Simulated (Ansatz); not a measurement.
**ZnSe (zinc blende): frozen-phonon scan**

Relaxed ZnSe (zinc blende):

```yaml
crystal:
  lattice:
    - [0.00000, 5.66546, 5.66546]
    - [2.83273, 2.83273, 5.66546]
    - [2.83273, 2.83273, 0.00000]
  atoms:
    - { symbol: Se, position: [0.00000, 0.75000, 0.75000] }
    - { symbol: Se, position: [0.50000, 0.75000, 0.75000] }
    - { symbol: Zn, position: [0.00000, 0.00000, 0.00000] }
    - { symbol: Zn, position: [0.50000, 0.00000, 0.00000] }
```

A phonon eigenvector at X = (0.5, 0.5, 0.0) is frozen into this cell: atom i moves by Q times the vector below, so Q is the largest atomic displacement, in Å. The cell is held. It is one choice among 2 degenerate patterns. (q is in reciprocal vectors of the primitive cell; the cell shown is doubled to hold the pattern.)

| atom | x | y | z |
|---|---|---|---|
| Se1 | -0.705 | 0.000 | 0.000 |
| Se2 | 0.705 | 0.000 | 0.000 |
| Zn3 | 0.000 | -1.000 | 0.000 |
| Zn4 | 0.000 | 1.000 | 0.000 |

Computed with r2SCAN (plane waves to 500 eV, PAW, scalar-relativistic; Ansatz, a quantum-chemistry and plane-wave program). k mesh 10×10×10 (Γ-centred), Fermi-Dirac smearing 0.05 eV. The energy includes the smearing's −TS. Stress and pressure are positive under compression. ZnSe was relaxed with its symmetry unable to fall. ΔE is measured from the undisplaced structure.

```
Q (Å)   ΔE (meV/cell)  P (GPa)  −dE/dQ from forces (eV/Å)
------  -------------  -------  -------------------------
-0.100           19.9    -0.11                      0.399
-0.083           13.8    -0.07                      0.332
-0.067            8.8    -0.05                      0.265
-0.050            5.0    -0.03                      0.199
-0.033            2.2    -0.01                      0.132
-0.017            0.6    -0.01                      0.066
0.000             0.0     0.00                      0.000
0.017             0.6    -0.01                     -0.066
0.033             2.2    -0.01                     -0.132
0.050             5.0    -0.03                     -0.199
0.067             8.8    -0.05                     -0.265
0.083            13.8    -0.07                     -0.332
0.100            19.9    -0.11                     -0.399
```

What the scan shows:

Energy at Q = 0.100 Å: 19.9 meV/cell
Space group of the distorted cell: C222_1 (No. 20), lowered from F-43m
Symmetry of the curve: even: the same for both signs
Shape of the curve: a single well with its minimum at or next to zero displacement
Harmonic wavenumber from the curvature (finite differences): 72 cm⁻¹
Wavenumber by perturbation theory (DFPT, on another k mesh): 72 cm⁻¹

(A displaced cell: forces are minus the slopes of the energy, force constants its curvatures, and phonons follow from these.)
